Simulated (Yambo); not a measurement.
```
CELL_PARAMETERS angstrom
      0.00000     4.41410     4.41410
      4.41410     0.00000     4.41410
      4.41410     4.41410     0.00000
ATOMIC_POSITIONS crystal
  F  0.80699 0.19301 0.80699
  F  0.19301 0.80699 0.19301
  F  0.80699 0.19301 0.19301
  F  0.19301 0.80699 0.80699
  F  0.80699 0.80699 0.19301
  F  0.19301 0.19301 0.80699
  Si 0.00000 0.00000 0.00000
  Cs 0.75000 0.75000 0.75000
  Cs 0.25000 0.25000 0.25000
```

Workflow: PBEsol (pw.x of Quantum ESPRESSO, ONCV potentials, scalar-relativistic), then G0W0 in Yambo (2×2×2 Γ-centred k mesh, 317 bands and a 8 Ry block in the screening, 317 bands in G with the Bruneval-Gonze terminator, plasmon pole fitted at 27.2 eV).

Q: Give the PBEsol and G0W0 gaps between the band edges found on this mesh, and say where the edges lie.

A: Edges: Γ → Γ. PBEsol: 7.26 eV; G0W0: 11.04 eV. Nearest settings tried, and what they do to the gap: 117 bands in W, 117 bands in G: +177 meV; 3 Ry block (137 vectors against 531): +287 meV. Not varied: mesh. So the settings aren't converged at that level. The k mesh is coarse. 

Geometry of the Materials Project entry, not relaxed at this level.
